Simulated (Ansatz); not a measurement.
Trial structure of ZnSe₅, not yet relaxed:

```cif
data_structure
_symmetry_space_group_name_H-M 'P-62m'
_symmetry_Int_Tables_number 189
_cell_length_a 6.2040
_cell_length_b 6.2040
_cell_length_c 5.7365
_cell_angle_alpha 90.000
_cell_angle_beta 90.000
_cell_angle_gamma 120.000
_cell_volume 191.21
loop_
_atom_site_label
_atom_site_type_symbol
_atom_site_symmetry_multiplicity
_atom_site_Wyckoff_symbol
_atom_site_fract_x
_atom_site_fract_y
_atom_site_fract_z
_atom_site_occupancy
Zn1 Zn 1 a 0.00000 0.00000 0.00000 1
Se1 Se 2 c 0.66667 0.33333 0.00000 1
Se2 Se 3 g 0.00000 0.32306 0.50000 1
```

Theory: DFT PBE, scalar-relativistic, plane waves, PAW in Ansatz. Settings: cutoff 420 eV, Γ-centred mesh 3×3×4 on the computed 6-atom cell, Gaussian smearing of 0.10 eV; no spin polarisation.

The zero of energy is the elements' standard structures at the same level; no fitted shifts are applied.

**Question.** What does a single point on this coarse mesh give?

**Answer.** The pressure is -10.0 GPa (the mean over three directions, positive in compression), the largest force is 0.30 eV/Å, and the energy is +1.12 eV/atom against the elements. The shortest distance is 3.47 Å.

**Question.** Is it a good guess?

**Answer.** A rough one: relaxing gains about 0.87 eV/atom (the start's value is from the coarse mesh, so the gain is rough) in 24 ionic steps and ends at +0.24 eV/atom on the finer mesh. The symmetry stays P-62m (No. 189). The volume per atom shrinks by 32.0 %, from 31.9 to 21.7 Å³. The shortest distance goes from 3.47 Å (Se–Se) to 2.74 Å (Zn–Se). The ratio c/a of the conventional cell changes by a factor of 0.62. Conventional cell: a = 6.400 Å, c = 3.665 Å. Zn is surrounded by 6 Se at 2.74 Å; around Se on a site of symmetry -6 lie 6 Se at 2.85 Å; Se on a site of symmetry m2m has 2 Zn at 2.74 Å and 4 Se at 2.85 Å.

The last run used a 6×6×10 mesh (in the run's order of axes) for its 6-atom cell and Gaussian smearing of 0.10 eV. The reference form of Se is held partly by dispersion forces, which this level lacks. The relaxation can't lower the symmetry of the start, and the grade says only how near the guess is to its own end. A structure relaxed within its symmetry needn't be a true minimum.
